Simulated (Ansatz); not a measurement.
Input file for Ansatz (a first-principles code):

Ansatz 0.2 input:
```yaml
crystal:
  lattice:
    - [3.2597158444, 0.0, 0.0]
    - [-1.6298579222, 2.8229967304, 0.0]
    - [0.0, 0.0, 6.9402322416]
  atoms:
    - { symbol: B, position: [0.0, 0.5, 0.3333333333] }
    - { symbol: B, position: [0.5, 0.5, 0.6666666667] }
    - { symbol: B, position: [0.5, 0.0, 0.0] }
    - { symbol: P, position: [0.0, 0.5, 0.8333333333] }
    - { symbol: P, position: [0.5, 0.5, 0.1666666667] }
    - { symbol: P, position: [0.5, 0.0, 0.5] }
kpoints:
  mp_grid: { grid: [6, 6, 3] }
hamiltonian:
  xc: hse06
  pseudopotentials: { azcp: { folder: ./paw }, kind: paw }
scf:
  n_extra_bands: 6
  occupations: { method: gaussian, width: 0.02 }
output:
  eigenvalues: true
  eigenstates:
    e_range: [-9.0, 8.0]
    kpoints:
      - [0.0, 0.0, 0.0]  # GAMMA
      - [0.0, 0.0, 0.5]  # A
      - [0.3333333333, 0.3333333333, 0.0]  # K
      - [0.3333333333, 0.3333333333, 0.5]  # H
      - [0.5, 0.0, 0.0]  # M
      - [0.5, 0.0, 0.5]  # L
```

Output (shortened):

```
Pseudopotentials: kind: paw
Pseudopotential: B, paw, valence charge 3
Pseudopotential: P, paw, valence charge 5
Functional definition: HSE06
Crystal: 6 atoms, lattice volume = 63.865 Å³
Basis set: ecut = 420 eV, 1259 PW (Γ)
Bands: 18, of which v1, the nominal top of the filled ones, is band 12 counted from 1 (11 counted from 0)
Symmetry: 12 space group operations
Space group: P6422 (ITA 181), of the structure as read, at distance tolerance 4.0e-5 Å
k-points: 14 of 108 (time reversal used)
PAW frozen core: B, regenerated for the run's functional, and the local potential with it
PAW frozen core: P, regenerated for the run's functional, and the local potential with it
Initial density: superposition of atomic densities (chi_scale 0.1, normalization cell, long waves kept (reshape's long-wave potential 0.00 eV rms))
Initial wavefunctions: pseudopotential atomic-orbital guess
Eigensolver: davidson
Functional: x = pbe(κ = 0.804, μ = 0.2195149727645171), c = pbe(β = 0.06672455060314922), warm-up for x = pbe(κ = 0.804, μ = 0.2195149727645171) + 0.25 (exact …
SCF iter   1: F=—  HF=-2735.704444 eV  |F-HF|=—  |Δ(HF+E_count)|=         —  Δρ=8.48e-2  dr2=4.70e0  ethr=1.00e-1  ⟨swp⟩=4.9  Hψ=941  notcnv=0
preconditioner: auto → none
iter 2 solved again at ethr=1.82e-3 eV; its pass at ethr=1.96e-2 eV (dr2=4.37e-1 eV) is discarded
SCF iter   2: F=—  HF=-2734.455693 eV  |F-HF|=—  |Δ(HF+E_count)|=    1.25e0  Δρ=3.00e-2  dr2=4.29e-1  ethr=1.82e-3  ⟨swp⟩=4.0  Hψ=1118  notcnv=0  defer=1
SCF iter   3: F=—  HF=-2734.356735 eV  |F-HF|=—  |Δ(HF+E_count)|=   9.90e-2  Δρ=4.81e-3  dr2=7.64e-3  ethr=1.79e-3  ⟨swp⟩=3.4  Hψ=547  notcnv=0  defer=5
SCF iter   4: F=—  HF=-2734.357619 eV  |F-HF|=—  |Δ(HF+E_count)|=   8.84e-4  Δρ=8.94e-4  dr2=4.77e-4  ethr=3.18e-5  ⟨swp⟩=5.4  Hψ=828  notcnv=0  defer=8
SCF iter   5: F=—  HF=-2734.357518 eV  |F-HF|=—  |Δ(HF+E_count)|=   1.01e-4  Δρ=1.76e-4  dr2=1.20e-5  ethr=1.99e-6  ⟨swp⟩=3.3  Hψ=495  notcnv=0  defer=3
SCF iter   6: F=—  HF=-2734.357523 eV  |F-HF|=—  |Δ(HF+E_count)|=   5.36e-6  Δρ=4.54e-5  dr2=1.46e-6  ethr=4.98e-8  ⟨swp⟩=4.1  Hψ=638  notcnv=0  defer=1
SCF iter   7: F=—  HF=-2734.357523 eV  |F-HF|=—  |Δ(HF+E_count)|=   3.99e-7  Δρ=4.63e-6  dr2=6.54e-9  ethr=6.06e-9  ⟨swp⟩=3.0  Hψ=530  notcnv=0
SCF iter   8: F=—  HF=-2734.357523 eV  |F-HF|=—  |Δ(HF+E_count)|=   8.40e-9  Δρ=1.96e-6  dr2=2.29e-9  ethr=2.72e-11  ⟨swp⟩=4.1  Hψ=649  notcnv=0
SCF iter   9: F=-2734.357523 eV  HF=-2734.357523 eV  |F-HF|=2.99e-10  |Δ(HF+E_count)|=  2.63e-10  Δρ=8.11e-7  dr2=4.61e-10  ethr=9.53e-12  ⟨swp⟩=2.0  Hψ=422  notcnv=0
SCF 1 converged in 9 iterations: F = -2734.357523 eV  dr2 = 4.61e-10
Crystal: 6 atoms, lattice volume = 63.865 Å³
Initial density: handed on by an earlier stage of this run
Initial wavefunctions: those handed on with the density
Functional: x = pbe(κ = 0.804, μ = 0.2195149727645171) + 0.25 (exact − pbe) at short range (hse, ω = 0.20786987370883472 Å⁻¹), c = pbe(β = 0.06672455060314922); HSE06 as pw.x's `hse` composes it (authors' and Libxc's form: `xc: wpbeh`)
Exchange kernel: α = 0.2500, screened, ω = 0.2079 Å⁻¹, Wigner–Seitz truncation, v(0) = 1044.6757 eV·Å³, q-mesh 6×6×3, nearest image of the exchange supercell L …
Frozen-core exchange: fock
iter 1 solved again at ethr=3.70e-5 eV; its pass at ethr=1.00e-1 eV (dr2=8.89e-3 eV) is discarded
SCF iter   1: F=—  HF=-2736.257550 eV  |F-HF|=—  |Δ(HF+E_count)|=         —  Δρ=5.32e-3  dr2=1.09e-2  ethr=3.70e-5  ⟨swp⟩=5.1  Hψ=1442  notcnv=0
preconditioner: auto → none
SCF iter   2: F=—  HF=-2736.264333 eV  |F-HF|=—  |Δ(HF+E_count)|=   6.78e-3  Δρ=3.02e-3  dr2=2.82e-3  ethr=3.70e-5  ⟨swp⟩=3.7  Hψ=575  notcnv=0  defer=1
SCF iter   3: F=—  HF=-2736.263320 eV  |F-HF|=—  |Δ(HF+E_count)|=   1.01e-3  Δρ=1.43e-4  dr2=2.39e-5  ethr=1.16e-5  ⟨swp⟩=2.9  Hψ=513  notcnv=0  defer=2
SCF iter   4: F=-2736.263342 eV  HF=-2736.263343 eV  |F-HF|=1.04e-6  |Δ(HF+E_count)|=   2.33e-5  Δρ=4.77e-5  dr2=1.46e-6  ethr=5.93e-8  ⟨swp⟩=4.0  Hψ=690  notcnv=0
SCF 2 stopped early in 4 iterations: F = -2736.263342 eV  dr2 = 1.46e-6
hybrid outer 1: dexx = +1.209e-2 eV, tail = 7.68e-6 eV
Crystal: 6 atoms, lattice volume = 63.865 Å³
Exchange kernel: α = 0.2500, screened, ω = 0.2079 Å⁻¹, Wigner–Seitz truncation, v(0) = 1044.6757 eV·Å³, q-mesh 6×6×3, nearest image of the exchange supercell L …
Frozen-core exchange: fock
SCF iter   1: F=—  HF=-2736.263138 eV  |F-HF|=—  |Δ(HF+E_count)|=         —  Δρ=3.09e-5  dr2=4.18e-7  ethr=1.60e-7  ⟨swp⟩=5.9  Hψ=689  notcnv=0
preconditioner: auto → none
SCF iter   2: F=—  HF=-2736.263138 eV  |F-HF|=—  |Δ(HF+E_count)|=   1.70e-7  Δρ=1.81e-5  dr2=1.20e-7  ethr=1.63e-9  ⟨swp⟩=3.7  Hψ=592  notcnv=0
iter 3 solved again at ethr=2.81e-11 eV; its pass at ethr=4.98e-10 eV (dr2=6.74e-9 eV) is discarded
SCF iter   3: F=-2736.263138 eV  HF=-2736.263138 eV  |F-HF|=4.75e-9  |Δ(HF+E_count)|=   2.92e-8  Δρ=3.37e-6  dr2=8.07e-9  ethr=2.81e-11  ⟨swp⟩=3.6  Hψ=1074  notcnv=0
SCF 3 converged in 3 iterations: F = -2736.263138 eV  dr2 = 8.07e-9
hybrid outer 2: dexx = +2.370e-7 eV, tail = 1.68e-8 eV, Δε = 6.44e-4 eV (about 3.46e-5 eV left of the loop's levels)
NSCF: frozen V_eff on 6 k-points
hybrid SCF converged: 2 outer / 7 inner (+9 warm-up), last move |dexx| = 2.37e-7 eV, tail = 1.68e-8 eV
Stability not checked (fock_operator)
Free energy (F): -2736.263138 eV
Frozen-core exchange: fock
Harris-Foulkes:  -2736.263138 eV  (|F-HF|=4.75e-9)
Internal energy: -2736.263138 eV  (E = F + TS)
E sigma→0 (E₀):  -2736.263138 eV
Fermi energy:    11.204148 eV
--- Per-component energies (eV) ---
  E_band       = 72.160299
  E_kinetic    = 360.004996
  E_local      = -110.032629  (includes V_loc(G=0)·N_el)
  E_nonlocal   = 118.083654
  E_hartree    = 31.421728
  E_xc         = -260.648693
  E_vxc        = -246.665423  (∫ρ·V_xc dr)
  E_exx        = -40.804974  (= α·E_x^exact, valence–valence)
  E_paw        = -1928.902821  (= ΣΔE_a)
  E_vpaw       = -30.463421  (= ΣTr[D̂ρ^β])
  E_aug_tail   = 0.000015  (compensation charges beyond the density's cutoff)
  E_ewald      = -905.119788
  E_core_change = -0.264626  (= ΣΔE_core)
  E_smearing   =  0.000000  (= −TS)
  E_closure    = 0.000000  (closes the sum)
  Σ components = -2736.263138   (vs F -2736.263138, Δ=0.00e0)
  [band-id]    e_kinetic+e_local+e_nonlocal+2·e_hartree+e_vxc+2·e_exx+e_vpaw+e_augmentation_tail = 72.160701   (vs E_band 72.160299, Δ=4.02e-4)
--- Band table (eV; the first three rows and the last of 14) ---
  k-point 0: bands = ["-7.7252", "-4.7493", "-4.7493", "3.9649", "3.9649", "5.7083", "8.2457", "8.2457", "9.4680", "9.4680", "9.8230", "10.9360", "14.0199", "14.0199", "14.8015", "14.8015", "15.5948", "15.5948"]
  k-point 1: bands = ["-7.3908", "-6.3921", "-2.5758", "0.7553", "6.0186", "6.9189", "7.3449", "9.2355", "9.4679", "9.6861", "9.9184", "9.9568", "13.8506", "13.9133", "14.6120", "14.8906", "16.2882", "16.3817"]
  k-point 2: bands = ["-7.2479", "-4.2905", "-4.2859", "3.4006", "4.2920", "5.0305", "6.3987", "6.8593", "7.7409", "8.4732", "8.8287", "9.8749", "13.7166", "14.5187", "14.8827", "15.6656", "16.3627", "16.9820"]
  k-point 13: bands = ["-3.0329", "-2.6157", "-1.7798", "-0.4505", "1.4355", "2.0750", "3.0043", "3.3352", "5.4788", "5.5180", "6.3418", "8.4684", "14.2441", "15.0696", "15.8165", "16.6288", "17.1049", "17.6769"]
  band table: 18 of 18 bands, residual norms ≤ 1.0e-3 eV
```

Cost: around 60 core-seconds (rough) on shared cores.

Space group P6_422. The start of the workflow was typed in or built on a structure type; neither database checked (COD, Materials Project) lists it. It is not the phase usual at ambient conditions (space group No. 216). Symmetry was held in the PBEsol relaxation; whether a distortion lowers the energy is not shown.

Potentials: the earlier of the program's two PAW sets. The files were generated under PBE; for other functionals the program regenerates the frozen cores, and for LDA and PBEsol the local potential too.

Ansatz is a plane-wave DFT program.
